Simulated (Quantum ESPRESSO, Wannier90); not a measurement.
**Wannierisation of Cu₃Sn (Fm-3m)**

Cell from Materials Project (mp-838), symmetrised, no further relaxation. Not found in the COD (Crystallography Open Database) copy used, which has the formula in other groups; not checked further. Level: LDA, no spin polarisation, no spin-orbit coupling; pw.x of Quantum ESPRESSO at 74 Ry with PseudoDojo potentials, 6×6×6 k-points, Wannier90. Density: 12×12×12 mesh, cold smearing 0.01 Ry. Spin-orbit coupling is left out although heavy elements are present.

On the energy scale of pw.x, whose zero is arbitrary, the Fermi level lies at 15.92 eV.

Input w.win:

```
num_bands = 1
num_wann = 1
exclude_bands = 1-17,19-63
num_iter = 1000
conv_tol = 1.0e-6
conv_window = 4
write_hr = true
write_u_matrices = true
auto_projections = true
begin unit_cell_cart
ang
    0.0000000000    3.0830250000    3.0830250000
    3.0830250000    0.0000000000    3.0830250000
    3.0830250000    3.0830250000    0.0000000000
end unit_cell_cart
begin atoms_frac
Cu   0.5000000000  0.5000000000  0.5000000000
Cu  -0.2500000000 -0.2500000000 -0.2500000000
Cu   0.2500000000  0.2500000000  0.2500000000
Sn   0.0000000000  0.0000000000  0.0000000000
end atoms_frac
mp_grid = 6 6 6
begin kpoints
0.0000000000 0.0000000000 0.0000000000
0.0000000000 0.0000000000 0.1666666667
0.0000000000 0.0000000000 0.3333333333
... (213 more lines: the 6x6x6 mesh through Gamma)
end kpoints
```

Input of pw2wannier90.x that gives the overlap and projection files (equivalent; here they were cut from one run over all bands):

```
&inputpp
  outdir = './out'
  prefix = 'pwscf'
  seedname = 'w'
  write_amn = .true.
  write_mmn = .true.
  atom_proj = .true.
  atom_proj_exclude = 1 2 3 4 5 6 7 8 9 10 11 12 13 14 15 16 17 18 19 20 21 22 23 24 25 26 27 28 29 30 31 32 33 34 35 37 38 39
/
```

Output w.wout (banner and timings cut):

```
                                    ------
                                    SYSTEM
                                    ------

                              Lattice Vectors (Ang)
                    a_1     0.000000   3.083025   3.083025
                    a_2     3.083025   0.000000   3.083025
                    a_3     3.083025   3.083025   0.000000

                   Unit Cell Volume:      58.60857  (Ang^3)

                        Reciprocal-Space Vectors (Ang^-1)
                    b_1    -1.018997   1.018997   1.018997
                    b_2     1.018997  -1.018997   1.018997
                    b_3     1.018997   1.018997  -1.018997

 *----------------------------------------------------------------------------*
 |   Site       Fractional Coordinate          Cartesian Coordinate (Ang)     |
 +----------------------------------------------------------------------------+
 | cu   1   0.50000   0.50000   0.50000   |    3.08303   3.08303   3.08303    |
 | cu   2  -0.25000  -0.25000  -0.25000   |   -1.54151  -1.54151  -1.54151    |
 | cu   3   0.25000   0.25000   0.25000   |    1.54151   1.54151   1.54151    |
 | sn   1   0.00000   0.00000   0.00000   |    0.00000   0.00000   0.00000    |
 *----------------------------------------------------------------------------*
                                ------------
                                K-POINT GRID
                                ------------

             Grid size =  6 x  6 x  6      Total points =  216

 *---------------------------------- MAIN ------------------------------------*
 |  Number of Wannier Functions               :                 1             |
 |  Number of Objective Wannier Functions     :                 1             |
 |  Number of input Bloch states              :                 1             |
 |  Output verbosity (1=low, 5=high)          :                 1             |
 |  Timing Level (1=low, 5=high)              :                 1             |
 |  Optimisation (0=memory, 3=speed)          :                 3             |
 |  Length Unit                               :               Ang             |
 |  Post-processing setup (write *.nnkp)      :                 F             |
 |  Using Gamma-only branch of algorithms     :                 F             |
 *----------------------------------------------------------------------------*
 *------------------------------- WANNIERISE ---------------------------------*
 |  Total number of iterations                :              1000             |
 |  Number of CG steps before reset           :                 5             |
 |  Trial step length for line search         :             2.000             |
 |  Convergence tolerence                     :         0.100E-05             |
 |  Convergence window                        :                 4             |
 |  Iterations between writing output         :                 1             |
 |  Iterations between backing up to disk     :               100             |
 |  Write r^2_nm to file                      :                 F             |
 |  Write xyz WF centres to file              :                 F             |
 |  Write on-site energies <0n|H|0n> to file  :                 F             |
 |  Use guiding centre to control phases      :                 F             |
 |  Use phases for initial projections        :                 F             |
 *----------------------------------------------------------------------------*
 *-------------------------------- PLOTTING ----------------------------------*
 |  Plotting Hamiltonian in WF basis          :                 T             |
 *----------------------------------------------------------------------------*

       ... (k-mesh section left out)

 Starting a new Wannier90 calculation ...

 Reading overlaps from w.mmn

 Reading projections from w.amn

 *------------------------------- WANNIERISE ---------------------------------*
 +--------------------------------------------------------------------+<-- CONV
 | Iter  Delta Spread     RMS Gradient      Spread (Ang^2)            |<-- CONV
 +--------------------------------------------------------------------+<-- CONV

 ------------------------------------------------------------------------------
 Initial State
  WF centre and spread    1  ( -0.000000,  0.000000, -0.000000 )     3.47835550
  Sum of centres and spreads ( -0.000000,  0.000000, -0.000000 )     3.47835550

      0     0.348E+01     0.0000000000        3.4783554987  <-- CONV
        O_D=      0.0000000 O_OD=      0.0000000 O_TOT=      3.4783555 <-- SPRD
 ------------------------------------------------------------------------------
      1     0.000E+00     0.0000000001        3.4783554987  <-- CONV
        O_D=      0.0000000 O_OD=      0.0000000 O_TOT=      3.4783555 <-- SPRD
      2     0.000E+00     0.0000000001        3.4783554987  <-- CONV
        O_D=      0.0000000 O_OD=      0.0000000 O_TOT=      3.4783555 <-- SPRD
      3     0.000E+00     0.0000000001        3.4783554987  <-- CONV
        O_D=      0.0000000 O_OD=      0.0000000 O_TOT=      3.4783555 <-- SPRD
      4     0.000E+00     0.0000000001        3.4783554987  <-- CONV
        O_D=      0.0000000 O_OD=      0.0000000 O_TOT=      3.4783555 <-- SPRD
             <<<     Delta < 1.000E-06  over  4 iterations     >>>
             <<< Wannierisation convergence criteria satisfied >>>
 Final State
  WF centre and spread    1  ( -0.000000,  0.000000, -0.000000 )     3.47835550
  Sum of centres and spreads ( -0.000000,  0.000000, -0.000000 )     3.47835550

         Spreads (Ang^2)       Omega I      =     3.478355499
        ================       Omega D      =     0.000000000
                               Omega OD     =     0.000000000
    Final Spread (Ang^2)       Omega Total  =     3.478355499
```
